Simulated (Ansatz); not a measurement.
Perturbing Co2Si

Base: an entry of the Crystallography Open Database (COD), ions relaxed with PBE at fixed cell.

```
Co Si
1.0
     4.91800    0.00000    0.00000
     0.00000    3.73800    0.00000
     0.00000    0.00000    7.10900
Co Si
8 4
Direct
  0.96470 0.75000 0.21686
  0.03530 0.25000 0.78314
  0.53530 0.25000 0.71686
  0.46470 0.75000 0.28314
  0.82628 0.75000 0.56379
  0.17372 0.25000 0.43621
  0.67372 0.25000 0.06379
  0.32628 0.75000 0.93621
  0.29533 0.75000 0.60675
  0.70467 0.25000 0.39325
  0.20467 0.25000 0.10675
  0.79533 0.75000 0.89325
```

Atom numbers follow the list; atoms alike are taken as one site, whose name carries the number of the first.

All values are calculated (Ansatz; DFT, PBE, plane waves and PAW, scalar-relativistic, collinear spin, 420 eV cutoff, Γ-centred 9×12×6 k-points, Fermi–Dirac smearing 0.05 eV), not measured. Start moments as typed (μB): 3 on each Co, none on the rest.

Q: Variant: z compressed by 1 %, ions relaxed. What happens to the gradients (10²¹ V/m²)?

A: 

| site | atoms | V_zz base | η base | V_zz variant | η variant |
| --- | --- | --- | --- | --- | --- |
| Co1 | 1, 2, 3, 4 | 1.25 | 0.01 | 1.16 | 0.04 |
| Co5 | 5, 6, 7, 8 | 1.36 | 0.82 | 1.43 | 0.66 |
| Si | 9, 10, 11, 12 | 3.08 | 0.20 | 3.04 | 0.14 |

The largest change of V_zz is on Co1, from 1.25 to 1.16. The whole tensor moves most on Si, by 0.25 along its most changed direction. In per cent, |V_zz| changes by -1 on Si (all sites that start above 2). Where |V_zz| stays above 0.1, η moves most on Co5, from 0.82 to 0.66.

With no gap above 0.1 eV, as in a metal, the gradients converge slowly in k; expect changes of a tenth or more on a denser mesh. With these PAW files V_zz is typically within 2 to 3 % of all-electron values, but misses above 10 % occur on Co. The run lost most of its start moments on Co; a state with other moments may lie lower. The magnetic order is the one that the run reached from its start moments, not necessarily the measured one (the real compound may not order at all).
For the base: At this cell the principal stresses reach 6 GPa in size with PBE, which can matter for small gradients.
